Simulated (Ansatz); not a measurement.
## Rutile alloy of SnO2 and TiO2 (11 of 24 Sn sites exchanged), 72 atoms

Ansatz, PAW, plane waves. PBEsol relaxation of cell lengths and atoms (angles held) at the single k point (¼, ¼, ¼) without its symmetry partners; single points on the relaxed atoms at the Γ point alone, onto which points of the small cell's zone fold. Arrangement: clustered. No spin–orbit coupling unless named.

Relaxed structure:

```
Sn Ti O
1.0
     9.39499    0.00000    0.00000
     0.00000    9.39491    0.00000
     0.00000    0.00000    9.30138
Sn Ti O
13 11 48
Cartesian
  0.0266 0.0217 9.2870
  0.0259 0.0223 3.1005
  0.0224 0.0140 6.1939
  4.6830 0.0278 9.2817
  4.6775 0.0115 3.1042
  4.6776 0.0218 6.1961
  4.6758 4.6738 9.2871
  4.6766 4.6726 3.1006
  4.6844 4.6771 6.1934
  2.3105 2.3883 1.5421
  7.0649 7.0294 1.5423
  7.0812 7.0104 4.6419
  7.0796 7.0163 7.7435
  0.0007 4.7320 0.1345
  0.0309 4.6377 3.2745
  0.0456 4.6530 6.3474
  2.3398 2.3581 4.6931
  2.3241 2.3760 7.6970
  2.3034 6.9985 1.7534
  2.3101 7.0018 4.8460
  2.3298 7.0202 7.9375
  7.0960 2.3958 1.3432
  7.0729 2.3686 4.4585
  7.0909 2.3864 7.5521
  1.4546 1.4738 9.1994
  1.4583 1.4701 3.1838
  1.4738 1.4815 6.1924
  1.4121 6.0979 9.2869
  1.4104 6.0930 3.0956
  1.4130 6.0842 6.1816
  6.1962 1.4965 9.2985
  6.1839 1.4902 3.1066
  6.1855 1.5053 6.1884
  6.1226 6.1152 9.2920
  6.1243 6.1133 3.0901
  6.1379 6.1086 6.1951
  3.2272 3.2421 9.2012
  3.2271 3.2419 3.1855
  3.2166 3.2258 6.1831
  3.2093 7.9105 9.2852
  3.2037 7.8997 3.0932
  3.1940 7.9092 6.2031
  7.9952 3.2904 9.2987
  7.9997 3.2827 3.1081
  8.0090 3.2842 6.2134
  7.9802 7.9709 9.2934
  7.9793 7.9702 3.0922
  7.9856 7.9555 6.1923
  0.8768 3.8239 1.5514
  0.9218 3.7701 4.6591
  0.9378 3.7710 7.7091
  0.9679 8.4440 1.5441
  0.9515 8.4196 4.6503
  0.9488 8.4164 7.7391
  5.6488 3.7313 1.5422
  5.6779 3.7510 4.6488
  5.6732 3.7479 7.7374
  5.6071 8.4873 1.5409
  5.6105 8.4736 4.6507
  5.6194 8.4845 7.7400
  3.7526 0.9468 1.5445
  3.7230 0.9659 4.6538
  3.7307 0.9795 7.7310
  3.6978 5.6077 1.5444
  3.7281 5.6450 4.6535
  3.7222 5.6407 7.7356
  8.4874 1.0007 1.5416
  8.4524 0.9745 4.6526
  8.4508 0.9719 7.7343
  8.5308 5.5678 1.5286
  8.5434 5.5456 4.6387
  8.5526 5.5475 7.7571
```

Question: What are the mean bond lengths by pair (pairs within 1.2 times the sum of covalent radii, less contacts 15 % beyond the pair's median; cation–cation pairs of compounds aside; long ionic contacts are cut short by that bound)?

Answer: O–Sn 2.055 ± 0.022 Å (standard deviation, 78 bonds); O–Ti 1.990 ± 0.112 Å (standard deviation, 66 bonds).

Question: What gap lies between the top filled and the lowest empty level in the single points?

Answer: HSE06 3.79 eV (5.3 min on 7 threads of Neoverse-V2).
